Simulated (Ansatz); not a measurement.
A trial cell of ScICl2, before relaxation:

```cif
data_structure
_symmetry_space_group_name_H-M 'P6/mmm'
_symmetry_Int_Tables_number 191
_cell_length_a 4.2856
_cell_length_b 4.2856
_cell_length_c 8.8342
_cell_angle_alpha 90.000
_cell_angle_beta 90.000
_cell_angle_gamma 120.000
_cell_volume 140.52
loop_
_atom_site_label
_atom_site_type_symbol
_atom_site_symmetry_multiplicity
_atom_site_Wyckoff_symbol
_atom_site_fract_x
_atom_site_fract_y
_atom_site_fract_z
_atom_site_occupancy
Sc1 Sc 1 b 0.00000 0.00000 0.50000 1
I1 I 1 a 0.00000 0.00000 0.00000 1
Cl1 Cl 2 e 0.00000 0.00000 0.19770 1
```

Theory: DFT PBE, scalar-relativistic, plane waves, PAW in Ansatz. Cutoff 420 eV, Gaussian smearing, Γ-centred meshes. Cell and atoms relax first on a coarse mesh and then on a finer one. In between, the cell is made exact in the group found at 0.06 Å. In metals the finer mesh still leaves noise of several meV/atom or more. The steps can't lower the symmetry of their start. No spin polarisation.

A guess keeps its type if space group and coordination stay and the shape of the cell changes little (axis ratios within about 15 %, angles within 6°); the volume may change.

Question: Does this structure survive the relaxation?

Answer: It doesn't keep its type. The symmetry stays P6/mmm (No. 191). The volume per atom grows by 14.9 %, from 35.1 to 40.4 Å³. The shortest distance goes from 1.75 Å (I–Cl) to 2.27 Å (Sc–Cl). The ratio c/a of the conventional cell changes by a factor of 1.84. Counting neighbours within 15 % of an atom's shortest distance, the start has Cl 1, I 2, Sc 2 and the end Cl 1, I 6, Sc 2. In detail, at the end around Sc lie 2 Cl at 2.27 Å; around I lie 6 I at 3.67 Å; Cl has 1 Sc at 2.27 Å.

```cif
data_structure
_symmetry_space_group_name_H-M 'P6/mmm'
_symmetry_Int_Tables_number 191
_cell_length_a 3.6665
_cell_length_b 3.6665
_cell_length_c 13.8705
_cell_angle_alpha 90.000
_cell_angle_beta 90.000
_cell_angle_gamma 120.000
_cell_volume 161.48
loop_
_atom_site_label
_atom_site_type_symbol
_atom_site_symmetry_multiplicity
_atom_site_Wyckoff_symbol
_atom_site_fract_x
_atom_site_fract_y
_atom_site_fract_z
_atom_site_occupancy
Sc1 Sc 1 b 0.00000 0.00000 0.50000 1
I1 I 1 a 0.00000 0.00000 0.00000 1
Cl1 Cl 2 e 0.00000 0.00000 0.33664 1
```

The last run used a 15×15×4 mesh (in the run's order of axes) for its 4-atom cell and Gaussian smearing of 0.10 eV. No dispersion correction is applied, so the spacing and binding between layers, chains or molecules are poorly described. Spin–orbit coupling, which can matter for I, is left out. Symmetry constrained the relaxation, so the result can be a saddle point.
